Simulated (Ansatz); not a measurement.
In DFT-PBEsol in the program Ansatz with PAW potentials, AlCrSi in the tetragonal phase (P4/nmm; Cr on 2a, Al on 2c, Si on 2c) relaxes to a = 3.791 Å, c = 5.862 Å. Against the elements it lies at -178 meV/atom, with no fitted shifts.

Electronic character: metallic (no gap). The magnetic state found is antiferromagnetic.

The bulk modulus is 137 GPa.

The start of the workflow was typed in or built on a structure type; neither database checked (COD, Materials Project) lists it. Whether it is the stable phase at ambient conditions was not checked. The cell was relaxed with PBEsol under the symmetry of its start, as lowered by the spin order; its stability against distortions is not shown here. Spin order of the final state: antiferromagnetic, chosen from 5 collinear starts compared on coarse meshes (ties went to the first, and starts can fall back to one state), not a proven ground state. The references are the lowest solids computed at this level, not always the standard phases.

Potentials: the earlier of the program's two PAW sets. The files were generated under PBE; for other functionals the program regenerates the frozen cores, and for LDA and PBEsol the local potential too.
